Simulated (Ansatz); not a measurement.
The cell is AlGa3P4, ordered on the zincblende lattice (R3m) with 8 atoms a cell; cell and atoms were relaxed with r2SCAN. The symmetry is R3m (No. 160, trigonal); a = 3.860 Å, c = 37.815 Å in the conventional setting, 20.33 Å³ an atom. Around Al lie 4 P at 2.36–2.37 Å; around Ga lie 4 P at 2.36–2.37 Å; around Ga lie 4 P at 2.36 Å; around P lie 3 Al at 2.36 Å and 1 Ga at 2.37 Å; around P lie 4 Ga at 2.36 Å; around P lie 3 Ga at 2.36 Å and 1 Al at 2.37 Å.

```cif
data_structure
_symmetry_space_group_name_H-M 'R3m:H'
_symmetry_Int_Tables_number 160
_cell_length_a 3.8598
_cell_length_b 3.8598
_cell_length_c 37.8145
_cell_angle_alpha 90.000
_cell_angle_beta 90.000
_cell_angle_gamma 120.000
_cell_volume 487.89
loop_
_atom_site_label
_atom_site_type_symbol
_atom_site_symmetry_multiplicity
_atom_site_Wyckoff_symbol
_atom_site_fract_x
_atom_site_fract_y
_atom_site_fract_z
_atom_site_occupancy
Al1 Al 3 a 0.00000 0.00000 0.00007 1
Ga1 Ga 3 a 0.66667 0.33333 0.08347 1
Ga2 Ga 3 a 0.33333 0.66667 0.16669 1
Ga3 Ga 3 a 0.00000 0.00000 0.24982 1
P1 P 3 a 0.66667 0.33333 0.02086 1
P2 P 3 a 0.33333 0.66667 0.10426 1
P3 P 3 a 0.00000 0.00000 0.18743 1
P4 P 3 a 0.66667 0.33333 0.27074 1
```

3 runs of the PAW code Ansatz on this cell differ in the functional (and in the settings that go with it). Levels are in eV from each run's valence top; v1 is the last filled band, c1 the first empty one.

Run A, mean stress 0.0 GPa (compression positive):

| point | v5 | v3 | v1 | c1 | c2 | c3 |
| --- | --- | --- | --- | --- | --- | --- |
| Γ | -0.57 | -0.03 | 0.00 | 2.17 | 2.50 | 2.64 |
| T | -0.93 | -0.32 | -0.13 | 2.26 | 2.45 | 2.97 |
| H₂ | -3.70 | -2.32 | -2.02 | 2.91 | 3.07 | 3.94 |
| L | -2.45 | -1.98 | -1.37 | 2.13 | 2.28 | 2.97 |

Run B, mean stress +0.7 GPa (compression positive):

| point | v5 | v3 | v1 | c1 | c2 | c3 |
| --- | --- | --- | --- | --- | --- | --- |
| Γ | -0.59 | 0.00 | 0.00 | 2.66 | 2.98 | 3.16 |
| T | -0.96 | -0.33 | -0.13 | 2.76 | 2.93 | 3.49 |
| H₂ | -3.88 | -2.40 | -2.09 | 3.37 | 3.53 | 4.43 |
| L | -2.57 | -2.04 | -1.43 | 2.54 | 2.73 | 3.47 |

Run C, mean stress +0.5 GPa (compression positive):

| point | v5 | v3 | v1 | c1 | c2 | c3 |
| --- | --- | --- | --- | --- | --- | --- |
| Γ | -0.62 | -0.02 | 0.00 | 3.32 | 3.63 | 3.82 |
| T | -1.00 | -0.36 | -0.16 | 3.42 | 3.60 | 4.16 |
| H₂ | -3.97 | -2.46 | -2.14 | 4.04 | 4.20 | 5.11 |
| L | -2.63 | -2.09 | -1.47 | 3.21 | 3.39 | 4.14 |

**Question.** Match the runs to r2SCAN, HSE06, PBE0.

**Answer.** A is r2SCAN, B is HSE06, C is PBE0. In order of the gap: r2SCAN 1.85, HSE06 2.25, PBE0 2.91 eV. The stress vanishes for r2SCAN, which relaxed the cell.

Simulation only: spin-unpolarised, and no claim that this is the phase found in nature.

The program warns that its thresholds are loose for a hybrid's stress.
